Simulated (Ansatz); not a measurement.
Sn:
```
Sn
1.0
    0.00000     3.32822     3.32822
    3.32822     0.00000     3.32822
    3.32822     3.32822     0.00000
Sn
2
Direct
  0.50000   0.50000   0.50000
  0.75000   0.75000   0.75000
```

Relaxed with PBE. Special points in fractions of this cell's reciprocal vectors: Γ (0.000, 0.000, 0.000); X (0.500, 0.000, 0.500); U (0.625, 0.250, 0.625); K (0.375, 0.375, 0.750); L (0.500, 0.500, 0.500); W (0.500, 0.250, 0.750).

**Question.** List the band energies nearest the Fermi level at these points for DFT-PBE in the program Ansatz with PAW potentials.

**Answer.** In eV from the Fermi level; about four levels below and three above (degenerate sets whole), none deeper than 8.9 eV; points with the same levels are listed once.

```tsv
k	below	above
Γ	-1.12	0.12 0.12 0.12
X	-7.23 -7.23 -2.19 -2.19	0.94 0.94 7.28 7.28
U	-7.62 -6.78 -3.00 -1.86	1.17 3.28 5.48
L	-6.00 -0.97 -0.97 -0.11	3.23 3.23 5.72
W	-7.19 -7.19 -2.70 -2.70	3.23 3.23 4.04 4.04
```

Space group Fd-3m (diamond). This is a known low-temperature phase of the composition, computed here at zero pressure and temperature. The cell was relaxed with PBE under the symmetry of its start; its stability against distortions is not shown here. Spin–orbit coupling is left out wherever it is not named.

Potentials: the earlier of the program's two PAW sets.
